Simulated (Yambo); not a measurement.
Yambo run on ZnS (space group P6_3mc, No. 186). The wavefunctions come from this Quantum ESPRESSO step (LDA, PseudoDojo standard norm-conserving files, scalar-relativistic):

```
&CONTROL
  calculation = 'nscf'
  pseudo_dir = './pseudo'
  outdir = './out'
/
&SYSTEM
  ibrav = 0
  nat = 12
  ntyp = 2
  ecutwfc = 84.0
  ecutrho = 336.0
  occupations = 'fixed'
  force_symmorphic = .true.
  nbnd = 376
/
&ELECTRONS
  conv_thr = 1.2000000000000002e-08
  diago_full_acc = .true.
  diago_thr_init = 1e-08
/
ATOMIC_SPECIES
S 32.0600 S.upf
Zn 65.3800 Zn.upf
CELL_PARAMETERS angstrom
  3.807959958000   0.000000000000   0.000000000000
 -1.903979979000   3.297790060000   0.000000000000
  0.000000000000   0.000000000000  18.678740000000
ATOMIC_POSITIONS crystal
S   0.333333333000   0.666666667000   0.958120000000
S   0.666666667000   0.333333333000   0.458120000000
S   0.666666667000   0.333333333000   0.791710000000
S   0.333333333000   0.666666667000   0.291710000000
S   0.000000000000   0.000000000000   0.625110000000
S   0.000000000000   0.000000000000   0.125110000000
Zn   0.333333333000   0.666666667000   0.833260000000
Zn   0.666666667000   0.333333333000   0.333260000000
Zn   0.666666667000   0.333333333000   0.666860000000
Zn   0.333333333000   0.666666667000   0.166860000000
Zn   0.000000000000   0.000000000000   0.499940000000
Zn   0.000000000000   0.000000000000   0.999940000000
K_POINTS automatic
3 3 1 0 0 0
```

Yambo input:

```
rim_cut
gw0
dyson
el_el_corr
HF_and_locXC
ppa
em1d
RandQpts= 1000000
RandGvec= 1 Ry
EXXRLvcs= 84 Ry
VXCRLvcs= 336 Ry
Chimod= "HARTREE"
% BndsRnXp
 25 | 374 |
%
NGsBlkXp= 7 Ry
% LongDrXp
 1.0 | 1.0 | 1.0 |
%
PPAPntXp= 27.2114 eV
% GbndRnge
 1 | 374 |
%
GTermKind= "BG"
DysSolver= "n"
ExtendOut
% QPkrange
 1 | 1 | 78 | 79 |
 3 | 3 | 78 | 79 |
%
```

k points by index: 1 = Γ, 3 = K.

Resulting energies as the program prints them:

```
#    K-point    Band    Eo [eV]    E [eV]    E-Eo [eV]    Vxc [eV]    Vnlxc [eV]    Sc|Eo [eV]    Sc|E [eV]    dSc/dw|Eo [eV]    Re(Z)    Im(Z)
#
    1    78    0.000000    -0.827683    -0.827683    -16.58655    -19.98768    2.351007    2.573455    -7.312396    0.788190    -0.001361
    1    79    1.920894    2.653737    0.732843    -11.93396    -7.223437    -3.807816    -3.977683    -6.306406    0.811847    -0.001257
    3    78    -1.520466    -2.295954    -0.775488    -14.76164    -18.20312    2.455029    2.665991    -7.401422    0.786163    -0.001408
    3    79    4.219854    4.915318    0.695465    -11.73727    -7.024686    -3.860395    -4.017122    -6.131285    0.816111    -0.001191
```
(The two width columns are left out.) Convergence of these settings isn't established.

Geometry of the Materials Project entry, not relaxed at this level.
